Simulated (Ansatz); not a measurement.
## Property card for C

C:
Space group P1 (No. 1); a = 3.771 Å, b = 4.350 Å, c = 4.796 Å, α = 81.41°, β = 79.98°, γ = 75.25°

```csv
atom,site,symmetry,x,y,z
C,1a,1,0.2651,0.0374,0.7099
C,1a,1,0.0873,0.4711,0.3708
C,1a,1,0.5759,0.7947,0.7750
C,1a,1,0.8385,0.5443,0.8948
C,1a,1,0.4323,0.5769,0.3456
C,1a,1,0.8172,0.4958,0.2032
C,1a,1,0.0371,0.3472,0.6861
C,1a,1,0.4114,0.7907,0.5406
```

Space group P1 (No. 1); conventional cell a = 3.7708 Å, b = 4.3499 Å, c = 4.7959 Å, α = 81.41°, β = 79.98°, γ = 75.25°.

Method: LDA in the plane-wave PAW code Ansatz. Structure relaxed to zero pressure with the same functional. Other levels are named where they apply.

### Cell and energy

* **Volume per atom**: 9.31 Å³
* **Density**: 2.14 g/cm³

### Electronic structure

* **Electronic character**: no gap, with almost no states at the Fermi level (zero-gap or semimetallic)
* **Density of states at the Fermi level**: 0.02 states/eV per atom (mean over ±0.08 eV)

The start of the workflow was typed in or built on a structure type; neither database checked (COD, Materials Project) lists it. It is not the phase usual at ambient conditions (space group No. 194, 227). The cell was relaxed with LDA; whether a distortion lowers the energy is not shown. The volume moved by -16 % from the start of the relaxation.

Potentials: the earlier of the program's two PAW sets. The files were generated under PBE; for other functionals the program regenerates the frozen cores, and for LDA and PBEsol the local potential too.
